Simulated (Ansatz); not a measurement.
GaNi:
Space group Pm-3m (No. 221); a = b = c = 2.8778 Å, α = β = γ = 90.00°

| atom | site | symmetry | x | y | z |
|---|---|---|---|---|---|
| Ni | 1b | m-3m | 0.5000 | 0.5000 | 0.5000 |
| Ga | 1a | m-3m | 0.0000 | 0.0000 | 0.0000 |

Relaxed with r²SCAN.

Problem. Which orbitals make up the states near the Fermi level in r²SCAN in the plane-wave PAW code Ansatz?

Solution. Within 0.5 eV of the Fermi level: Ni 3d 63 %, Ga 4p 26 %. Projections are on Löwdin-orthogonalised atomic valence shells; empty p or d shells of many metals are not among them.

Problem. Tabulate the density of states.

Solution. States/eV per cell of 2 atoms, in 0.25 eV bins, energy from the Fermi level.

| E (eV) | total | Ni 3d | Ga 4p | Ga 4s |
|---|---|---|---|---|
| -7.85 | 0.41 | 0.04 | 0.14 | 0.20 |
| -7.60 | 0.39 | 0.05 | 0.13 | 0.19 |
| -7.35 | 0.40 | 0.07 | 0.13 | 0.18 |
| -7.10 | 0.44 | 0.08 | 0.15 | 0.17 |
| -6.85 | 0.45 | 0.10 | 0.16 | 0.17 |
| -6.60 | 0.48 | 0.12 | 0.16 | 0.16 |
| -6.35 | 0.48 | 0.13 | 0.17 | 0.15 |
| -6.10 | 0.42 | 0.11 | 0.17 | 0.10 |
| -5.85 | 0.41 | 0.11 | 0.18 | 0.08 |
| -5.60 | 0.42 | 0.11 | 0.19 | 0.07 |
| -5.35 | 0.44 | 0.12 | 0.21 | 0.06 |
| -5.10 | 0.49 | 0.14 | 0.24 | 0.06 |
| -4.85 | 0.56 | 0.17 | 0.27 | 0.06 |
| -4.60 | 0.71 | 0.25 | 0.33 | 0.06 |
| -4.35 | 1.55 | 0.77 | 0.63 | 0.06 |
| -4.10 | 1.51 | 0.79 | 0.58 | 0.06 |
| -3.85 | 1.19 | 0.69 | 0.41 | 0.05 |
| -3.60 | 1.34 | 0.79 | 0.48 | 0.04 |
| -3.35 | 1.70 | 1.08 | 0.55 | 0.03 |
| -3.10 | 2.87 | 2.32 | 0.47 | 0.01 |
| -2.85 | 2.48 | 2.23 | 0.20 | 0.00 |
| -2.60 | 1.33 | 1.20 | 0.08 | 0.00 |
| -2.35 | 4.10 | 3.84 | 0.15 | 0.00 |
| -2.10 | 4.59 | 4.30 | 0.18 | 0.01 |
| -1.85 | 5.83 | 5.53 | 0.17 | 0.01 |
| -1.60 | 5.33 | 5.08 | 0.14 | 0.01 |
| -1.35 | 1.35 | 1.20 | 0.10 | 0.00 |
| -1.10 | 0.76 | 0.66 | 0.07 | 0.01 |
| -0.85 | 0.65 | 0.53 | 0.09 | 0.01 |
| -0.60 | 2.06 | 1.68 | 0.27 | 0.02 |
| -0.35 | 1.27 | 0.90 | 0.26 | 0.04 |
| -0.10 | 0.91 | 0.57 | 0.24 | 0.04 |
| 0.15 | 0.73 | 0.40 | 0.23 | 0.05 |
| 0.40 | 0.61 | 0.30 | 0.22 | 0.05 |
| 0.65 | 0.52 | 0.23 | 0.20 | 0.05 |
| 0.90 | 0.46 | 0.17 | 0.18 | 0.07 |
| 1.15 | 0.37 | 0.12 | 0.16 | 0.05 |
| 1.40 | 0.30 | 0.09 | 0.14 | 0.03 |
| 1.65 | 0.40 | 0.13 | 0.14 | 0.11 |
| 1.90 | 0.60 | 0.19 | 0.14 | 0.21 |
| 2.15 | 0.79 | 0.23 | 0.18 | 0.27 |
| 2.40 | 0.79 | 0.20 | 0.20 | 0.27 |
| 2.65 | 0.77 | 0.17 | 0.21 | 0.23 |
| 2.90 | 0.74 | 0.15 | 0.22 | 0.19 |
| 3.15 | 0.72 | 0.12 | 0.23 | 0.17 |
| 3.40 | 0.73 | 0.11 | 0.24 | 0.15 |
| 3.65 | 0.74 | 0.10 | 0.26 | 0.14 |
| 3.90 | 0.71 | 0.09 | 0.27 | 0.13 |
| 4.15 | 0.67 | 0.08 | 0.27 | 0.12 |
| 4.40 | 0.69 | 0.07 | 0.30 | 0.11 |
| 4.65 | 0.67 | 0.07 | 0.31 | 0.10 |

The workflow started from an entry of the Crystallography Open Database (COD). Whether it is the stable phase at ambient conditions was not checked. Symmetry was held in the r²SCAN relaxation; whether a distortion lowers the energy is not shown. The workflow began spin-polarised and lost its moments. Scalar-relativistic: spin–orbit coupling is off unless named, which matters more the heavier the elements.

Potentials: the later of the program's two PAW sets.
